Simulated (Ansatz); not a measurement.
The cell of Li₄HgS₃ is invented: close-packed metal layers stacked ABCAC, with sites between them filled layer by layer (P3m1, No. 156) (elements of the layers in order: Li Hg Li Li Li). The dimensions are guesses.

```
CELL_PARAMETERS angstrom
3.52500 0.00000 0.00000
-1.76250 3.05274 0.00000
0.00000 0.00000 13.13580
ATOMIC_POSITIONS crystal
Li 0.00000 0.00000 0.00000
Li 0.66667 0.33333 0.39529
Li 0.00000 0.00000 0.55787
Li 0.66667 0.33333 0.77893
Hg 0.33333 0.66667 0.22750
S 0.66667 0.33333 0.11053
S 0.33333 0.66667 0.66840
S 0.33333 0.66667 0.88947
```

The calculation used Ansatz, DFT PBE, scalar-relativistic, plane waves, PAW. Cutoff 420 eV, Gaussian smearing, Γ-centred meshes. Cell and atoms relax first on a coarse mesh and then on a converged one. In between, the cell is made exact in the group found at 0.06 Å. The steps can't lower the symmetry of their start. No spin polarisation.

A guess keeps its type if space group and coordination stay and the shape of the cell changes little (axis ratios within about 15 %, angles within 6°); the volume may change.

Question: Does it keep its structure type, or change into something else?

Answer: It doesn't keep its type. The symmetry stays P3m1 (No. 156). The volume per atom grows by 0.8 %, from 17.7 to 17.8 Å³. The shortest distance goes from 2.50 Å (Li–S) to 2.34 Å (Li–S). The ratio c/a of the conventional cell changes by a factor of 0.69. Counting neighbours within 15 % of an atom's shortest distance, the start has Hg 3, Li 3/6, S 6 and the end Hg 4, Li 3/4/6/9, S 4/6/7. In detail, at the end Li on its first site has 3 S at 2.59 Å, 3 Li at 2.73 Å, 3 S at 3.00 Å and 1 Li at 3.30 Å; around Hg lie 1 S at 2.48 Å and 3 S at 2.69 Å; around S on its first site lie 4 Li at 2.59–2.61 Å and 3 Hg at 2.69 Å; 5 more sites not described.

```cif
data_structure
_symmetry_space_group_name_H-M 'P3m1'
_symmetry_Int_Tables_number 156
_cell_length_a 4.0051
_cell_length_b 4.0051
_cell_length_c 10.2531
_cell_angle_alpha 90.000
_cell_angle_beta 90.000
_cell_angle_gamma 120.000
_cell_volume 142.43
loop_
_atom_site_label
_atom_site_type_symbol
_atom_site_symmetry_multiplicity
_atom_site_Wyckoff_symbol
_atom_site_fract_x
_atom_site_fract_y
_atom_site_fract_z
_atom_site_occupancy
Li1 Li 1 a 0.00000 0.00000 0.99635 1
Li2 Li 1 c 0.66667 0.33333 0.45294 1
Li3 Li 1 a 0.00000 0.00000 0.67431 1
Li4 Li 1 c 0.66667 0.33333 0.85516 1
Hg1 Hg 1 b 0.33333 0.66667 0.24372 1
S1 S 1 c 0.66667 0.33333 0.10987 1
S2 S 1 b 0.33333 0.66667 0.48556 1
S3 S 1 b 0.33333 0.66667 0.81009 1
```

The last run used a 12×12×4 mesh (in the run's order of axes) for its 8-atom cell and Gaussian smearing of 0.02 eV. Spin–orbit coupling, which can matter for Hg, is left out. Symmetry constrained the relaxation, so the result can be a saddle point.

In counts of neighbours, a slash parts the counts of unlike sites.
